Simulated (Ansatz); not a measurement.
An Ansatz (an electronic-structure program) run. Input:

Ansatz 0.2 input:
```yaml
crystal:
  lattice:
    - [10.9868719906, 0.0, 0.0]
    - [0.0, 3.9532234167, 0.0]
    - [0.0, 0.0, 4.1870306082]
  atoms:
    - { symbol: Sn, position: [0.1179450698, 0.25, 0.1097645298] }
    - { symbol: Sn, position: [0.3820549302, 0.75, 0.6097645298] }
    - { symbol: Sn, position: [0.8820549302, 0.75, 0.8902354702] }
    - { symbol: Sn, position: [0.6179450698, 0.25, 0.3902354702] }
    - { symbol: S, position: [0.8538928345, 0.25, 0.4736951352] }
    - { symbol: S, position: [0.6461071655, 0.75, 0.9736951352] }
    - { symbol: S, position: [0.1461071655, 0.75, 0.5263048648] }
    - { symbol: S, position: [0.3538928345, 0.25, 0.0263048648] }
kpoints:
  mp_grid: { grid: [3, 7, 7] }
basis: { xc_grid: 2 }
hamiltonian:
  xc: lda
  pseudopotentials: { kind: paw }
scf:
  occupations: { method: fixed }
checkpoint: { read: static.run }
output: { bader: true, populations: true }
```

Output (shortened):

```
Pseudopotentials: kind: paw
Pseudopotential: Sn, paw, valence charge 14
Pseudopotential: S, paw, valence charge 6
Functional definition: SPW92
Crystal: 8 atoms, lattice volume = 181.858 Å³
Basis set: ecut = 420 eV, 3553 PW (Γ), exchange–correlation on 150×54×60 points (8 copies of the dense FFT grid, shifted against one another)
Bands: 48, of which v1, the nominal top of the filled ones, is band 40 counted from 1 (39 counted from 0)
Symmetry: 8 space group operations
Space group: Pnma (ITA 62), of the structure as read, at distance tolerance 5.7e-5 Å
k-points: 32 of 147
PAW frozen core: Sn, regenerated for the run's functional, and the local potential with it
PAW frozen core: S, regenerated for the run's functional, and the local potential with it
Initial density: read from a saved state, or passed on in memory by an earlier SCF of this step, an earlier step, the calling program or the single point that …
Stability of the state it starts from, as read at its close in the unpolarized treatment …
Initial wavefunctions: pseudopotential atomic-orbital guess
Eigensolver: davidson
Functional: x = slater, c = lda
iter 1 solved again at ethr=2.52e-7 eV; its pass at ethr=3.10e-3 eV (dr2=2.02e-4 eV) is discarded
SCF iter   1: F=—  HF=-27000.112862 eV  |F-HF|=—  |Δ(HF+E_count)|=         —  Δρ=1.49e-6  dr2=2.43e-9  ethr=2.52e-7  ⟨swp⟩=3.2  Hψ=8858  notcnv=0  defer=190
all-band conjugate gradients solve this SCF's bands
preconditioner: auto → Resta (q_TF=auto, 2.379 Å⁻¹)
SCF iter   2: F=—  HF=-27000.112864 eV  |F-HF|=—  |Δ(HF+E_count)|=   1.70e-6  Δρ=8.69e-7  dr2=8.97e-10  ethr=3.04e-12  ⟨swp⟩=12.8  Hψ=8637  notcnv=0
SCF iter   3: F=-27000.112864 eV  HF=-27000.112864 eV  |F-HF|=2.80e-10  |Δ(HF+E_count)|=  3.13e-10  Δρ=5.15e-7  dr2=3.01e-10  ethr=1.12e-12  ⟨swp⟩=1.0  Hψ=4397  notcnv=0
SCF 1 converged in 3 iterations: F = -27000.112864 eV  dr2 = 3.01e-10
SCF converged after 3 iterations
Free energy (F): -27000.112864 eV
Harris-Foulkes:  -27000.112864 eV  (|F-HF|=2.80e-10)
Internal energy: -27000.112864 eV  (E = F + TS)
E sigma→0 (E₀):  -27000.112864 eV
Fermi energy:    9.005762 eV
--- Per-component energies (eV) ---
  E_band       = -361.092413
  E_kinetic    = 1178.171637
  E_local      = -4095.425494  (includes V_loc(G=0)·N_el)
  E_nonlocal   = 5.550394
  E_hartree    = 2363.343683
  E_xc         = -1905.491212
  E_vxc        = -750.030149  (∫ρ·V_xc dr)
  E_paw        = -18244.766681  (= ΣΔE_a)
  E_vpaw       = -1426.045192  (= ΣTr[D̂ρ^β])
  E_aug_tail   = 0.000004  (compensation charges beyond the density's cutoff)
  E_ewald      = -6303.807578
  E_core_change = 2.312383  (= ΣΔE_core)
  E_smearing   =  0.000000  (= −TS)
  E_closure    = 0.000000  (closes the sum)
  Σ components = -27000.112864   (vs F -27000.112864, Δ=0.00e0)
  [band-id]    e_kinetic+e_local+e_nonlocal+2·e_hartree+e_vxc+e_vpaw+e_augmentation_tail = -361.091433   (vs E_band -361.092413, Δ=9.80e-4)
--- Band table (eV; the first three rows and the last of 32) ---
  k-point 0: bands = ["-12.3690", "-12.3392", "-12.3351", "-12.3248", "-12.3240", "-12.3235", "-12.3211", "-12.3156", "-12.3148", "-12.3111", "-12.3054", "-12.3049", "-12.2950", "-12.2929", "-12.2674", "-12.2621", "-12.2506", "-12.2471", "-12.2382", "-12.2225", "-5.2858", "-4.8627", "-3.9558", "-3.2721", "1.4825", "2.7069", "2.9469", "4.0757", "4.0958", "5.0596", "5.1198", "5.1377", "5.5569", "5.6461", "6.2010", "6.6298", "6.8551", "7.5650", "8.0432", "8.1718", "9.5453", "11.8298", "11.8773", "12.0030", "12.3131", "12.6171", "13.2279", "13.8008"]
  k-point 1: bands = ["-12.3665", "-12.3397", "-12.3339", "-12.3255", "-12.3237", "-12.3229", "-12.3201", "-12.3165", "-12.3159", "-12.3072", "-12.3063", "-12.3052", "-12.2945", "-12.2914", "-12.2682", "-12.2605", "-12.2523", "-12.2481", "-12.2373", "-12.2232", "-5.1737", "-4.7597", "-3.9215", "-3.2912", "1.0801", "2.4239", "2.7880", "3.3308", "3.8387", "5.1796", "5.2020", "5.6838", "5.7125", "6.2946", "6.3383", "6.8549", "6.9061", "7.8186", "8.0242", "8.2145", "9.6262", "11.1765", "11.9686", "12.0030", "12.1337", "12.1610", "13.2295", "13.4283"]
  k-point 2: bands = ["-12.3603", "-12.3415", "-12.3311", "-12.3287", "-12.3285", "-12.3218", "-12.3185", "-12.3167", "-12.3113", "-12.3091", "-12.3054", "-12.2984", "-12.2955", "-12.2872", "-12.2682", "-12.2572", "-12.2561", "-12.2500", "-12.2349", "-12.2253", "-4.8595", "-4.4706", "-3.8906", "-3.3943", "0.4462", "1.6724", "1.9438", "2.8720", "3.7461", "5.4925", "5.5989", "6.0327", "6.4194", "6.4916", "6.6582", "6.9776", "7.4787", "8.0485", "8.1601", "8.7581", "10.0553", "10.1522", "11.0112", "11.0183", "11.7670", "12.0152", "12.1760", "12.5801"]
  k-point 31: bands = ["-12.3645", "-12.3636", "-12.3561", "-12.3553", "-12.3228", "-12.3220", "-12.3137", "-12.3132", "-12.3029", "-12.3018", "-12.2961", "-12.2959", "-12.2702", "-12.2698", "-12.2644", "-12.2641", "-12.2451", "-12.2445", "-12.2353", "-12.2351", "-3.6392", "-3.5903", "-3.4859", "-3.4569", "1.5399", "1.6565", "2.0108", "2.0413", "3.4391", "3.8054", "3.8677", "4.2901", "4.5434", "4.8832", "5.0387", "5.4734", "6.5671", "6.8280", "7.2254", "7.3446", "11.0649", "11.3862", "11.7097", "11.9899", "13.2240", "13.2751", "13.5857", "13.6729"]
  band table: 48 of 48 bands, residual norms ≤ 1.0e-3 eV
--- Löwdin populations: 8 sites ---
  site symbol       q [e]
     0     Sn     13.6043
     1     Sn     13.6043
     2     Sn     13.6043
     3     Sn     13.6043
     4      S      6.3168
     5      S      6.3168
     6      S      6.3168
     7      S      6.3168
  spilling = 0.003943 (of n_electrons = 80.000000)
--- Bader charges: 8 sites ---
  site symbol  charge [e]  shift [e]
     0     Sn      0.9178     0.0009
     1     Sn      0.9178     0.0009
     2     Sn      0.9178     0.0009
     3     Sn      0.9178     0.0009
     4      S     -0.9178     0.0009
     5      S     -0.9178     0.0009
     6      S     -0.9178     0.0009
     7      S     -0.9178     0.0009
  shift: an alarm, by how much a part of what the PAW files miss would move the charge. Where it is large, compare
  with a run on PAW files of another source; a small one proves nothing
  estimated error of the sums over rays = 3.0e-4 e
```

Cost: around 2.1 core-minutes (rough) on shared cores.

The cell was relaxed with LDA under the symmetry of its start. A crystal of weakly bound layers computed without a dispersion correction: the cell and the soft elastic constants depend strongly on that. Scalar-relativistic: spin–orbit coupling is off unless named, which matters more the heavier the elements.

Potentials: the later of the program's two PAW sets.

Ansatz is a plane-wave DFT program.
